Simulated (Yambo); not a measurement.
Material: LiHF2 (space group R-3m, No. 166); a = 4.7162 Å, b = 4.7162 Å, c = 4.7162 Å, α = 36.94°, β = 36.94°, γ = 36.94° (4 atoms in the cell). Cell and atoms were relaxed with PBE+D3(BJ) from Materials Project entry mp-24199, within its symmetry.

With norm-conserving PBEsol (Quantum ESPRESSO, 84 Ry, scalar-relativistic), the gap between the mesh's edge points (Z → Γ) is 8.143 eV.

### Question
By how much does one-shot G0W0 (Yambo; 6×6×6 Γ-centred k mesh, 76 bands and a 10 Ry block in the screening, 76 bands in G with the Bruneval-Gonze terminator, plasmon pole fitted at 27.2 eV) open this gap, and what gap results?

### Answer
The correction is 4.528 eV, giving 12.671 eV, 1.6 times the PBEsol value.  Convergence of the G0W0 settings was not tested. 

The structure is a Materials Project entry; no match was found in the copy of COD used, and its stability was not checked.
